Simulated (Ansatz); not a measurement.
Ansatz input

```yaml
crystal:
  lattice:
    - [3.2923902542, 0.0, 0.0]
    - [0.0, 3.2923902542, 0.0]
    - [0.0, 0.0, 3.2923902542]
  atoms:
    - { symbol: Yb, position: [0.0, 0.0, 0.0] }
hamiltonian:
  xc: r2scan
  pseudopotentials:
    kind: paw_fr
    azcp:
      Yb: "pseudopotentials/Yb.paw.azcp"
basis:
  ecutwfc: 500
  fft_grid_basis: typed
kpoints:
  mp_grid: { grid: [10, 10, 10], shift: [0, 0, 0] }
magnetization:
  noncollinear: true
  spin_orbit: true
scf:
  occupations: { method: fermi_dirac, width: 0.1 }
output:
  write_density: true
  write_potential: true
  elf: true
  volumetric_format: npy
```

and its output:

```
Engine: ansatz 0.2.0, x86_64-unknown-linux-gnu
Pseudopotentials: kind: paw_fr
Pseudopotential: Yb, paw_fr, valence charge 24, recommended cutoff 500 eV (meta_gga) 
Functional definition: r2SCAN
  parameter k0 = 0.174
  parameter k1 = 0.065
  parameter a1 = 4.9479
  exchange = r2scan_x(k0 = k0, k1 = k1, a1 = a1)
  correlation = r2scan_c
non-collinear run that drives no moment, with spin-orbit: no starting moment large enough to seed its density (crystal.atoms[].spin), no starting occupations that ask for one, no magnetisation constraint and no magnetic field, so the semilocal B_xc is pinned to zero
Crystal: 1 atoms, lattice volume = 35.689 Å³
Basis set: ecut = 500 eV, 925 PW (Γ), exchange–correlation on 100×100×100 points (64 copies of the dense FFT grid, shifted against one another)
Bands: 32, of which v1, the nominal top of the filled ones, is band 24 counted from 1 (23 counted from 0)
Symmetry: 48 space group operations + 48 with time reversal
Magnetic group: BNS 221.93 (UNI 1595), of the structure as read, at distance tolerance 3.3e-5 Å
k-points: 56 of 1000
Projection manifold: j_resolved (fully-relativistic pseudo-atomic orbitals)
Non-local potential: Yb, projectors of the file, l = 0: 3, l = 1: 4, l = 2: 4, l = 3: 6
PAW form: soft (Blöchl's): semilocal exchange-correlation on the pseudo side does not see the compensation charge
PAW frozen core: Yb, regenerated for the run's functional (the file was generated under x = pbe(κ = 0.804, μ = 0.2195149727645171), c = pbe(β = 0.06672455060314922))
PAW one-centre angular grid: Yb, 2702 points (default); XC on 224 Gauss nodes
Initial density: superposition of atomic densities (chi_scale 0.1, normalization cell)
Initial wavefunctions: pseudopotential atomic-orbital guess
Functional: x = r2scan, c = r2scan; τ floored in thin density (d = 2e-4 eV/Å³)
iter 1 solved again at ethr=1.43e-3 eV; its pass at ethr=3.10e-3 eV (dr2=3.43e-1 eV) is discarded
SCF iter   1: F=—  HF=-13781.425326 eV  |F-HF|=—  |Δ(HF+E_count)|=         —  Δρ=3.47e-2  dr2=3.38e-1  dr2_τ=4.45e-4  dr2_m=0.00e0 (ungated)  ethr=1.43e-3  |M|=0.00e0 ∫|m|=0.00e0 μB  |m|>n=0.0e0 m-floor=0.0e0 τ_xc=0.0e0  β_m=0.30  ⟨swp⟩=1.0  Hψ=5634  notcnv=0
SCF iter   2: F=—  HF=-13781.670829 eV  |F-HF|=—  |Δ(HF+E_count)|=   2.46e-1  Δρ=1.11e-1  dr2=3.64e0  dr2_τ=4.08e-3  dr2_m=0.00e0 (ungated)  ethr=1.41e-3  |M|=0.00e0 ∫|m|=0.00e0 μB  |m|>n=0.0e0 m-floor=0.0e0 τ_xc=0.0e0  β_m=0.13  ⟨swp⟩=3.9  Hψ=2390  notcnv=0  recentre
SCF iter   3: F=—  HF=-13781.452525 eV  |F-HF|=—  |Δ(HF+E_count)|=   2.18e-1  Δρ=2.36e-2  dr2=1.66e-1  dr2_τ=4.36e-4  dr2_m=0.00e0 (ungated)  ethr=1.41e-3  |M|=0.00e0 ∫|m|=0.00e0 μB  |m|>n=0.0e0 m-floor=0.0e0 τ_xc=0.0e0  β_m=0.04  ⟨swp⟩=2.9  Hψ=1898  notcnv=0
SCF iter   4: F=—  HF=-13781.442932 eV  |F-HF|=—  |Δ(HF+E_count)|=   9.59e-3  Δρ=1.27e-2  dr2=6.06e-2  dr2_τ=3.44e-4  dr2_m=0.00e0 (ungated)  ethr=6.92e-4  |M|=0.00e0 ∫|m|=0.00e0 μB  |m|>n=0.0e0 m-floor=0.0e0 τ_xc=0.0e0  β_m=0.16  ⟨swp⟩=1.8  Hψ=1191  notcnv=0
SCF iter   5: F=—  HF=-13781.476520 eV  |F-HF|=—  |Δ(HF+E_count)|=   3.36e-2  Δρ=3.11e-2  dr2=2.98e-1  dr2_τ=7.70e-4  dr2_m=0.00e0 (ungated)  ethr=2.53e-4  |M|=0.00e0 ∫|m|=0.00e0 μB  |m|>n=0.0e0 m-floor=0.0e0 τ_xc=0.0e0  β_m=0.08  ⟨swp⟩=2.2  Hψ=1589  notcnv=0  defer=2  recentre
SCF iter   6: F=—  HF=-13781.452446 eV  |F-HF|=—  |Δ(HF+E_count)|=   2.41e-2  Δρ=7.03e-3  dr2=2.22e-2  dr2_τ=2.83e-4  dr2_m=0.00e0 (ungated)  ethr=2.53e-4  |M|=0.00e0 ∫|m|=0.00e0 μB  |m|>n=0.0e0 m-floor=0.0e0 τ_xc=0.0e0  β_m=0.20  ⟨swp⟩=2.1  Hψ=1491  notcnv=0  defer=6
SCF iter   7: F=—  HF=-13781.458113 eV  |F-HF|=—  |Δ(HF+E_count)|=   5.67e-3  Δρ=3.61e-3  dr2=2.71e-3  dr2_τ=7.66e-6  dr2_m=0.00e0 (ungated)  ethr=9.26e-5  |M|=0.00e0 ∫|m|=0.00e0 μB  |m|>n=0.0e0 m-floor=0.0e0 τ_xc=0.0e0  β_m=0.38  ⟨swp⟩=2.4  Hψ=1627  notcnv=0  defer=6
SCF iter   8: F=—  HF=-13781.458218 eV  |F-HF|=—  |Δ(HF+E_count)|=   1.05e-4  Δρ=2.39e-3  dr2=1.18e-3  dr2_τ=3.10e-6  dr2_m=0.00e0 (ungated)  ethr=1.13e-5  |M|=0.00e0 ∫|m|=0.00e0 μB  |m|>n=0.0e0 m-floor=0.0e0 τ_xc=0.0e0  β_m=0.69  ⟨swp⟩=1.0  Hψ=893  notcnv=0  defer=6
SCF iter   9: F=—  HF=-13781.458183 eV  |F-HF|=—  |Δ(HF+E_count)|=   3.54e-5  Δρ=8.15e-5  dr2=1.76e-6  dr2_τ=9.59e-8  dr2_m=0.00e0 (ungated)  ethr=4.91e-6  |M|=0.00e0 ∫|m|=0.00e0 μB  |m|>n=0.0e0 m-floor=0.0e0 τ_xc=0.0e0  β_m=0.73  ⟨swp⟩=1.8  Hψ=1244  notcnv=0  defer=6
SCF iter  10: F=—  HF=-13781.458185 eV  |F-HF|=—  |Δ(HF+E_count)|=   2.27e-6  Δρ=2.53e-5  dr2=1.38e-7  dr2_τ=9.52e-9  dr2_m=0.00e0 (ungated)  ethr=7.32e-9  |M|=0.00e0 ∫|m|=0.00e0 μB  |m|>n=0.0e0 m-floor=0.0e0 τ_xc=0.0e0  β_m=0.86  ⟨swp⟩=2.2  Hψ=1592  notcnv=0  defer=6
SCF iter  11: F=-13781.458185 eV  HF=-13781.458185 eV  |F-HF|=1.90e-8  |Δ(HF+E_count)|=   1.04e-7  Δρ=3.34e-6  dr2=1.12e-9  dr2_τ=3.70e-9  dr2_m=0.00e0 (ungated)  ethr=4.17e-10  |M|=0.00e0 ∫|m|=0.00e0 μB  |m|>n=0.0e0 m-floor=0.0e0 τ_xc=0.0e0  ⟨swp⟩=5.1  Hψ=3519  notcnv=0
SCF 1 converged in 11 iterations: F = -13781.458185 eV  dr2 = 1.12e-9
SCF converged after 11 iterations
Magnetization: |M| = 0.0000 μB,  M = (+0.0000, +0.0000, +0.0000) μB
Absolute magnetization: 0.0000 μB (∫|m|)
  site 0: m = (+0.0000, +0.0000, +0.0000) μB, |m| = 0.0000 μB  (R = 1.36 Å)
Free energy (F): -13781.458185 eV
Harris-Foulkes:  -13781.458185 eV  (|F-HF|=1.90e-8)
Internal energy: -13781.362121 eV  (E = F + TS)
E sigma→0 (E₀):  -13781.410153 eV
Entropy (-TS):   -0.096064 eV (-96.064 meV/atom)
Fermi energy:    10.654482 eV
--- Per-component energies (eV) ---
  E_band       = -24.178768
  E_kinetic    = 355.905796
  E_local      = -6385.712799  (includes V_loc(G=0)·N_el)
  E_nonlocal   = 541.180197
  E_hartree    = 2778.012854
  E_xc         = -160.313810
  E_vxc        = -228.566320  (∫ρ·V_xc dr)
  E_paw        = -7337.416661  (= ΣΔE_a)
  E_vpaw       = 122.829680  (= ΣTr[D̂ρ^β])
  E_aug_tail   = 0.000002  (compensation charges beyond the density's cutoff)
  E_vtau       = 14.159498  (kinetic-family band-sum trace: ∫τ·v_τ [+ j·A + Jᵃ·Aᵃ] dr)
  E_ewald      = -3573.862606
  E_core_change = 0.844906  (= ΣΔE_core)
  E_smearing   = -0.096064  (= −TS)
  E_closure    = 0.000000  (closes the sum)
  Σ components = -13781.458185   (vs F -13781.458185, Δ=0.00e0)
--- Band table (eV; the first three rows and the last of 56) ---
  k-point 0: bands = ["-43.0968", "-43.0968", "-19.1515", "-19.1515", "-12.8867", "-12.8867", "-12.8867", "-12.8867", "5.3870", "5.3870", "8.9188", "8.9188", "8.9188", "8.9188", "8.9341", "8.9341", "10.2560", "10.2560", "10.2560", "10.2560", "10.2634", "10.2634", "10.2965", "10.2965", "11.2593", "11.2593", "11.2593", "11.2593", "17.6378", "17.6378", "17.6378", "17.6378"]
  k-point 1: bands = ["-43.0942", "-43.0942", "-19.1607", "-19.1607", "-12.9278", "-12.9278", "-12.8811", "-12.8811", "5.5902", "5.5902", "8.9162", "8.9162", "8.9180", "8.9180", "8.9335", "8.9335", "10.2494", "10.2494", "10.2546", "10.2546", "10.2622", "10.2622", "10.2953", "10.2953", "11.3357", "11.3357", "11.3824", "11.3824", "17.1499", "17.1499", "17.3334", "17.3334"]
  k-point 2: bands = ["-43.0875", "-43.0875", "-19.1851", "-19.1851", "-13.0325", "-13.0325", "-12.8666", "-12.8666", "6.1641", "6.1641", "8.9119", "8.9119", "8.9160", "8.9160", "8.9324", "8.9324", "10.2377", "10.2377", "10.2497", "10.2497", "10.2648", "10.2648", "10.2983", "10.2983", "11.5407", "11.5407", "11.5977", "11.5977", "16.2470", "16.2470", "16.4537", "16.4537"]
  k-point 55: bands = ["-43.0175", "-43.0175", "-19.4048", "-19.4048", "-13.3455", "-13.3455", "-13.3455", "-13.3455", "8.9198", "8.9198", "8.9211", "8.9211", "8.9211", "8.9211", "10.2161", "10.2161", "10.2382", "10.2382", "10.3046", "10.3046", "10.3046", "10.3046", "10.8332", "10.8332", "10.8332", "10.8332", "10.9551", "10.9551", "16.7618", "16.7618", "17.6654", "17.6654"]
```

Launched by

```sh
ansatz run input.yaml --threads 1 --pin off --max-ram 3584MiB --backend cpu --events-out ev --progress --plain --runs-dir out
```

On 1 thread of Intel(R) Xeon(R) Platinum 8259CL CPU @ 2.50GHz (Skylake/Cascade Lake) (shared host) this took about 55 s of wall time and 55 s of CPU time.
